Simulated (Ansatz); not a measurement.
BeSe:
```xyz
2
Lattice="0.0000 2.5888 2.5888 2.5888 0.0000 2.5888 2.5888 2.5888 0.0000" Properties=species:S:1:pos:R:3 pbc="T T T"
Se     3.8833     3.8833     3.8833
Be     0.0000     0.0000     0.0000
```

Relaxed with PBE. Special points in fractions of this cell's reciprocal vectors: Γ (0.000, 0.000, 0.000); X (0.500, 0.000, 0.500); U (0.625, 0.250, 0.625); K (0.375, 0.375, 0.750); L (0.500, 0.500, 0.500); W (0.500, 0.250, 0.750).

**Question.** List the band energies nearest the valence-band maximum at these points for DFT-PBE with spin–orbit coupling in the program Ansatz with PAW potentials.

**Answer.** In eV from the valence-band maximum; about four levels below and three above (degenerate sets whole), none deeper than 8.9 eV; points with the same levels are listed once.

| k | below | above |
|---|---|---|
| Γ | 0.00 0.00 0.00 0.00 | 4.08 4.08 4.87 4.87 |
| X | -2.82 -2.82 -2.63 -2.63 | 2.53 2.53 4.08 4.08 |
| U | -4.11 -3.99 -2.30 -2.29 | 3.63 3.64 6.63 |
| L | -1.31 -1.31 -1.07 -1.07 | 4.13 4.13 5.82 5.82 |
| W | -3.95 -3.76 -3.33 -3.32 | 5.98 5.99 6.93 6.93 |

Space group F-43m (zinc blende). The PBE relaxation kept the symmetry of its start; phonons on a q-mesh show no instability.

Potentials: the later of the program's two PAW sets.
